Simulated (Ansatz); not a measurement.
Sr:
```yaml
crystal:
  lattice:
    - [3.81791, 0.00000, 0.00000]
    - [0.00000, 3.81791, 0.00000]
    - [0.00000, 0.00000, 3.81791]
  atoms:
    - { symbol: Sr, position: [0.00000, 0.00000, 0.00000] }
```

Relaxed with r²SCAN. Special points in fractions of this cell's reciprocal vectors: Γ (0.000, 0.000, 0.000); X (0.000, 0.500, 0.000); M (0.500, 0.500, 0.000); R (0.500, 0.500, 0.500).

Question: List the band energies nearest the Fermi level at these points for r²SCAN in the plane-wave PAW code Ansatz.

Answer: In eV from the Fermi level; about four levels below and three above (degenerate sets whole), none deeper than 8.9 eV; points with the same levels are listed once.

| k | below | above |
|---|---|---|
| Γ | -3.57 | 0.99 0.99 5.46 5.46 5.46 |
| X | -1.07 -0.29 | 1.64 3.47 3.47 |
| M | -0.53 | 1.11 2.48 2.48 |
| R | – | 0.63 0.63 0.63 |

Space group Pm-3m (simple cubic). A made-up cell: these elements were put on the sites of a structure type; neither database checked (COD, Materials Project) lists it. It is not the phase usual at ambient conditions (space group No. 225). Symmetry was held in the r²SCAN relaxation. At this level the phase is dynamically unstable (imaginary phonons). Spin–orbit coupling is left out wherever it is not named.

Potentials: the later of the program's two PAW sets.
